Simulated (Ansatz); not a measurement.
ZnO:
```xyz
4
Lattice="3.1872 0.0000 0.0000 -1.5936 2.7602 0.0000 0.0000 0.0000 5.1532" Properties=species:S:1:pos:R:3 pbc="T T T"
Zn     1.5936     0.9201     2.5816
Zn     0.0000     1.8401     0.0050
O      1.5936     0.9201     4.5314
O      0.0000     1.8401     1.9548
```

Relaxed with LDA. Special points in fractions of this cell's reciprocal vectors: Γ (0.000, 0.000, 0.000); M (0.500, 0.000, 0.000); K (0.333, 0.333, 0.000); A (0.000, 0.000, 0.500); L (0.500, 0.000, 0.500); H (0.333, 0.333, 0.500).

### Question
List the band energies nearest the valence-band maximum at these points for DFT-LDA in the program Ansatz with PAW potentials.

### Answer
In eV from the valence-band maximum; about four levels below and three above (degenerate sets whole), none deeper than 8.9 eV; points with the same levels are listed once.

```csv
k,below,above
Γ,-0.86 -0.86 -0.11 0.00 0.00,0.79 5.29 8.19
M,-3.02 -2.45 -1.40 -0.91,5.88 6.79 7.46
K,-3.65 -3.65 -2.07 -2.07 -1.87,7.47 7.86 7.86
A,-0.43 -0.43 -0.43 -0.43,3.48 3.48 10.05 10.05
L,-1.63 -1.63 -1.50 -1.50,5.65 5.65 8.55 8.55
H,-2.88 -2.88 -1.37 -1.37,7.92 7.92 8.08 8.08
```

Space group P6_3mc (wurtzite). Symmetry was held in the LDA relaxation; phonons on a q-mesh show no instability.

Potentials: the earlier of the program's two PAW sets.
